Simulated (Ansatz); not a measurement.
LiMoN2 in space group R3m (No. 160; Li on 3a, Mo on 3a, N on 3a, N on 3a), DFT-PBE in the program Ansatz with PAW potentials, all energies at zero smearing, with the estimated change up to a 700 eV cutoff added, with one set of potentials and settings (totals compare only within such a set). Cell of 4 atoms (1 Li, 1 Mo, 2 N): -5930.789 eV.

```
element             reference phase  E (eV/atom)
-------  --------------------------  -----------
Li       Fm-3m, 1 atoms in the cell    -204.6902
Mo       Im-3m, 1 atoms in the cell   -4956.0212
N         Pa-3, 8 atoms in the cell    -384.0325
```

Formation energy per atom, worked out: (-5930.789 − 1×(-204.6902) − 1×(-4956.0212) − 2×(-384.0325))/4 = -0.503 eV/atom (-49 kJ per mol of atoms), at 0 K, without zero-point energy or fitted corrections.

The workflow started from a Materials Project entry (that database holds measured and hypothetical structures alike); the Crystallography Open Database copy checked does not list it. Its standing as an ambient phase is unchecked. The PBE relaxation kept the symmetry of its start; whether a distortion lowers the energy is not shown. The run is not spin-polarised. The references are the lowest solids computed at this level, not always the standard phases (solids in place of the gases).

Potentials: the later of the program's two PAW sets.
